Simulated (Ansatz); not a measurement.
NbRu:
```cif
data_Nb3Ru3
_chemical_formula_sum 'Nb3 Ru3'
_space_group_name_H-M_alt 'P2/m'
_space_group_IT_number 10
_space_group_name_Hall '-P 2y'
_cell_length_a 4.58139
_cell_length_b 3.05763
_cell_length_c 6.92545
_cell_angle_alpha 90.000
_cell_angle_beta 102.815
_cell_angle_gamma 90.000
loop_
_space_group_symop_operation_xyz
  'x, y, z'
  '-x, -y, -z'
  '-x, y, -z'
  'x, -y, z'
loop_
_atom_site_label
_atom_site_type_symbol
_atom_site_symmetry_multiplicity
_atom_site_Wyckoff_symbol
_atom_site_fract_x
_atom_site_fract_y
_atom_site_fract_z
_atom_site_occupancy
Nb1 Nb 2 m 0.31107 0.00000 0.67647 1
Nb2 Nb 1 a 0.00000 0.00000 0.00000 1
Ru1 Ru 1 e 0.50000 0.50000 0.00000 1
Ru2 Ru 2 n 0.20517 0.50000 0.34852 1
```

Relaxed with r²SCAN.

### Question
Tabulate the valence density and the electron localisation function along the shortest Nb–Nb contact (2.91 Å), the program Ansatz at the r²SCAN level (PAW).

### Answer


```tsv
distance from Nb (Å)	density (e/Å³)	ELF
0.29	5.13	0.48
0.44	4.84	0.71
0.58	3.60	0.76
0.73	2.13	0.68
0.87	1.08	0.45
1.02	0.55	0.23
1.16	0.35	0.17
1.31	0.29	0.21
1.45	0.28	0.27
1.60	0.30	0.25
1.75	0.38	0.23
1.89	0.61	0.31
2.04	1.17	0.53
2.18	2.25	0.72
2.33	3.70	0.78
2.47	4.89	0.72
2.62	5.14	0.48
```

The density is the valence pseudo-density with augmentation charge, so density and ELF within about 1 Å of a nucleus are not all-electron values.

The start of the workflow was typed in or built on a structure type; neither database checked (COD, Materials Project) lists it. COD files the formula under space group No. 123, 221. Whether it is the stable phase at ambient conditions was not checked. The cell was relaxed with r²SCAN under the symmetry of its start; whether a distortion lowers the energy is not shown. The run is not spin-polarised.

Potentials: the later of the program's two PAW sets.
